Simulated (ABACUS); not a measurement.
Worked example: self-consistent single point of AlGa₃N₄ (Pm, 8 atoms in the cell; from Materials Project mp-1228943, changed as shown) in ABACUS.

Level of theory: LDA (PW92), PseudoDojo 0.4 standard norm-conserving LDA (tails mended) pseudopotentials (plane waves; ABACUS).

The change in words: lattice vector b scaled by 1.02. Reference geometry (Pm):
```yaml
crystal:
  lattice:
    - [5.08487, 0.00000, 0.00000]
    - [0.00000, 3.12971, 0.00000]
    - [-0.00367, 0.00000, 5.41894]
  atoms:
    - { symbol: Al, position: [0.00050, 0.50000, 0.66730] }
    - { symbol: Ga, position: [0.49910, 0.50000, 0.33520] }
    - { symbol: Ga, position: [0.49910, 0.00000, 0.83130] }
    - { symbol: Ga, position: [0.99990, 0.00000, 0.16620] }
    - { symbol: N, position: [0.11920, 0.50000, 0.34130] }
    - { symbol: N, position: [0.11680, 0.00000, 0.82530] }
    - { symbol: N, position: [0.62020, 0.00000, 0.16610] }
    - { symbol: N, position: [0.63260, 0.50000, 0.66730] }
```

Reference input (self-consistent single point, DFT, LDA (PW92), plane waves, PseudoDojo 0.4 standard norm-conserving LDA (tails mended) pseudopotentials): KPT = Gamma 3 7 3 0 0 0; basis_type = pw; dft_functional = PWLDA; ecutwfc = 84 Ry; smearing_method = fd; smearing_sigma = 0.00367493 Ry; potentials = PseudoDojo 0.4 standard norm-conserving LDA (tails mended); symmetry = 1; symmetry_prec = 1e-05; ks_solver = dav_subspace; scf_nmax = 100; scf_thr = 1.0e-09 Ry. This run's input differs from it in these lines:

```diff
@@ -30,3 +30,3 @@
    9.6090154588    0.0000000000    0.0000000000
-   0.0000000000    5.9142909701    0.0000000000
+   0.0000000000    6.0325764871    0.0000000000
   -0.0069334052    0.0000000000   10.2403162652
@@ -39,3 +39,3 @@
 1
-   0.0001778465    2.9571454850    6.8333630438 1 1 1
+   0.0001778465    3.0162882435    6.8333630438 1 1 1
 
@@ -44,3 +44,3 @@
 3
-   4.7935355381    2.9571454850    3.4325540121 1 1 1
+   4.7935355381    3.0162882435    3.4325540121 1 1 1
    4.7900958758    0.0000000000    8.5127749113 1 1 1
@@ -51,6 +51,6 @@
 4
-   1.1430282715    2.9571454850    3.4950199413 1 1 1
+   1.1430282715    3.0162882435    3.4950199413 1 1 1
    1.1166108663    0.0000000000    8.4513330137 1 1 1
    5.9583597489    0.0000000000    1.7009165317 1 1 1
-   6.0740365180    2.9571454850    6.8333630438 1 1 1
+   6.0740365180    3.0162882435    6.8333630438 1 1 1
 # file: KPT
```

Log, with long lists cut:

```
 SELF-CONSISTENT
 -------------------------------------------
                                 init_chg = atomic

 PW ALGORITHM --------------- ION=   1  ELEC=   1--------------------------------

 Density error is 2.12943325418
                          Error Threshold = 0.01
 E_KohnSham     -545.3797799479      -7420.2725812780
 E_Fermi        0.7048176050         9.5895354794

 PW ALGORITHM --------------- ION=   1  ELEC=   2--------------------------------

 Density error is 2.01754935564
                          Error Threshold = 0.00343456976481
 E_KohnSham     -545.9385964651      -7427.8756700484
   [... lines left out ...]

 Density error is 5.13084917832e-08
                          Error Threshold = 8.44671038152e-10
 E_KohnSham     -546.3315193268      -7433.2216598415
 E_Fermi        0.8277399239         11.2619794272

 PW ALGORITHM --------------- ION=   1  ELEC=  10--------------------------------

 Density error is 8.07176590316e-10
                          Error Threshold = 8.27556319084e-11
 E_KohnSham     -546.3315193372      -7433.2216599835
 E_KS(sigma->0) -546.3315193372      -7433.2216599835
 E_entropy(-TS) -0.0000000000        -0.0000000001
 E_Fermi        0.8277349033         11.2619111183
 charge density convergence is achieved
 final etot is -7433.22166 eV
 EFERMI = 11.261911118 eV

 STATE ENERGY(eV) AND OCCUPATIONS    NSPIN == 1
   [... 38 lines left out ...]

 TOTAL-FORCE (eV/Angstrom)
                       Al1         0.1133436324         0.0000000000         0.1728288888
                       Ga1         0.1000061484         0.0000000000        -0.1533945188
                       Ga2         0.1007995628         0.0000000000        -0.1685122544
                       Ga3         0.0798831268         0.0000000000         0.1584514518
                        N1        -0.0230789711         0.0000000000        -0.3404410927
                        N2         0.0075553701         0.0000000000        -0.0473651295
                        N3        -0.1001832913         0.0000000000         0.1974505229
   [... lines left out ...]

 TOTAL-STRESS (KBAR)
        -4.4646381032         0.0000000000        -0.1891087799
         0.0000000000       -77.5317885169         0.0000000000
        -0.1891087799         0.0000000000       -14.4865972916
 TOTAL-PRESSURE: -32.161008 KBAR

 --------------------------------------------
 !FINAL_ETOT_IS -7433.2216599834837325 eV
 --------------------------------------------
```

The run converged in 10 iterations. Against the reference run the free energy goes up by 4.9 meV/atom, the pressure goes from 0.68 to -3.22 GPa and the largest force goes from 0.177 to 0.341 eV/Å.

The structure comes from a collection of computed structures, made at another level of theory; the collection holds predicted forms beside known ones. Its lattice was then scaled.

Cost on one core: very roughly 2.4 core-minutes.

“Tails mended”: in these copies of the files the far tail of each local potential was reset to the Coulomb form.
